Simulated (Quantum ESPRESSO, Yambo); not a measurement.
## KLuS₂: DFT and GW levels

```cif
data_K3Lu3S6
_chemical_formula_sum 'S6 K3 Lu3'
_space_group_name_H-M_alt 'R-3m :H'
_space_group_IT_number 166
_space_group_name_Hall '-R 3 2"'
_cell_length_a 3.90759
_cell_length_b 3.90759
_cell_length_c 21.70287
_cell_angle_alpha 90.000
_cell_angle_beta 90.000
_cell_angle_gamma 120.000
loop_
_atom_site_label
_atom_site_type_symbol
_atom_site_symmetry_multiplicity
_atom_site_Wyckoff_symbol
_atom_site_fract_x
_atom_site_fract_y
_atom_site_fract_z
_atom_site_occupancy
S1 S 6 c 0.00000 0.00000 0.23340 1
K1 K 3 a 0.00000 0.00000 0.00000 1
Lu1 Lu 3 b 0.00000 0.00000 0.50000 1
```
(The calculation used a cell of 4 atoms; values per cell refer to that cell.)

Cell and atoms were relaxed with PBEsol from Materials Project entry mp-1007636, within its symmetry.

Starting point: norm-conserving PBEsol (Quantum ESPRESSO, 100 Ry, without SOC). G0W0 in Yambo: 4×4×4 Γ-centred k mesh, bands 2 to 111 and a 6 Ry block in the screening, 111 bands in G with the Bruneval-Gonze terminator, plasmon pole fitted at 27.2 eV.

```yaml
PBEsol gap along the band path: 2.10 eV
PBEsol gap between the mesh's edge points (Γ → F): 2.10 eV
G0W0 gap between the same points: 3.35 eV
PBEsol smallest direct gap on the mesh (at F): 2.97 eV
G0W0 direct gap at that point: 4.33 eV
```

```json
[
 {"k point": "Γ", "band": "VB", "E PBEsol (eV)": "0.00", "E QP (eV)": "-0.78", "shift (eV)": "-0.78", "Z": "0.80"},
 {"k point": "Γ", "band": "CB", "E PBEsol (eV)": "3.49", "E QP (eV)": "3.99", "shift (eV)": "0.51", "Z": "0.83"},
 {"k point": "L", "band": "VB", "E PBEsol (eV)": "-0.97", "E QP (eV)": "-1.85", "shift (eV)": "-0.88", "Z": "0.80"},
 {"k point": "L", "band": "CB", "E PBEsol (eV)": "2.58", "E QP (eV)": "3.07", "shift (eV)": "0.48", "Z": "0.82"},
 {"k point": "F", "band": "VB", "E PBEsol (eV)": "-0.87", "E QP (eV)": "-1.77", "shift (eV)": "-0.90", "Z": "0.80"},
 {"k point": "F", "band": "CB", "E PBEsol (eV)": "2.10", "E QP (eV)": "2.57", "shift (eV)": "0.47", "Z": "0.82"},
 {"k point": "Z", "band": "VB", "E PBEsol (eV)": "-0.12", "E QP (eV)": "-0.90", "shift (eV)": "-0.78", "Z": "0.80"},
 {"k point": "Z", "band": "CB", "E PBEsol (eV)": "3.70", "E QP (eV)": "4.23", "shift (eV)": "0.53", "Z": "0.81"}
]
```

Energies count from the PBEsol valence-band maximum.

Convergence of the G0W0 settings was not tested.

The 4f states are in the valence at their DFT position.
